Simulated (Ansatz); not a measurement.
ZrB:
```
CELL_PARAMETERS angstrom
      0.00000     2.45580     2.45580
      2.45580     0.00000     2.45580
      2.45580     2.45580     0.00000
ATOMIC_POSITIONS crystal
  Zr 0.00000 0.00000 0.00000
  B  0.50000 0.50000 0.50000
```

Relaxed with r²SCAN. Special points in fractions of this cell's reciprocal vectors: Γ (0.000, 0.000, 0.000); X (0.500, 0.000, 0.500); U (0.625, 0.250, 0.625); K (0.375, 0.375, 0.750); L (0.500, 0.500, 0.500); W (0.500, 0.250, 0.750).

Q: List the band energies nearest the Fermi level at these points for DFT-r²SCAN in the program Ansatz with PAW potentials.

A: In eV from the Fermi level; about four levels below and three above (degenerate sets whole), none deeper than 8.9 eV; points with the same levels are listed once.

```
k                    below           above
-  -----------------------  --------------
Γ                    -8.62  1.98 1.98 1.98
X        -6.62 -0.96 -0.71  2.10 2.10 4.69
U        -5.96 -1.72 -1.13  0.14 2.96 5.41
L  -4.67 -3.98 -1.24 -1.24  5.13 5.13 6.49
W  -5.85 -1.16 -1.16 -0.96  4.73 4.73 6.09
```

Space group Fm-3m (rock salt). The workflow started from an entry of the Crystallography Open Database (COD). Whether it is the stable phase at ambient conditions was not checked. The cell was relaxed with r²SCAN under the symmetry of its start; its stability against distortions is not shown here. The run is not spin-polarised. The volume moved by 18 % from the start of the relaxation. Scalar-relativistic: spin–orbit coupling is off unless named, which matters more the heavier the elements.

Potentials: the later of the program's two PAW sets.
